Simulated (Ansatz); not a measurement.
Input:

CaO:
```cif
data_CaO
_chemical_formula_sum 'Ca1 O1'
_space_group_name_H-M_alt 'P 1'
_space_group_IT_number 1
_cell_length_a 3.32904
_cell_length_b 3.32904
_cell_length_c 3.32904
_cell_angle_alpha 60.000
_cell_angle_beta 60.000
_cell_angle_gamma 60.000
loop_
_space_group_symop_operation_xyz
  'x, y, z'
loop_
_atom_site_label
_atom_site_type_symbol
_atom_site_fract_x
_atom_site_fract_y
_atom_site_fract_z
_atom_site_occupancy
Ca1 Ca 0.00000 0.00000 0.00000 1
O1 O 0.50000 0.50000 0.50000 1
```

This is the LDA-relaxed structure.

All from LDA in the plane-wave PAW code Ansatz, unless another level is named. Give the electron effective mass.

0.41, 0.41, 1.4 mₑ (principal values).

Next, the hole effective mass, band 1 of 3 at the edge?

2.7 along [100], 2.7 along [110], 1.2 along [111] (mₑ).

Next, the conduction-band minimum?

at X (3 equivalent valleys).

And the weight of the conduction-edge state by species (Voronoi cells)?

Ca 70 %, O 30 %.

Next, the valence-band maximum?

at Γ.

Space group Fm-3m (rock salt). The LDA relaxation kept the symmetry of its start; phonons on a q-mesh show no instability.

Potentials: the later of the program's two PAW sets.

Edges and masses are those of Kohn–Sham bands, whose gap is no quasiparticle gap.
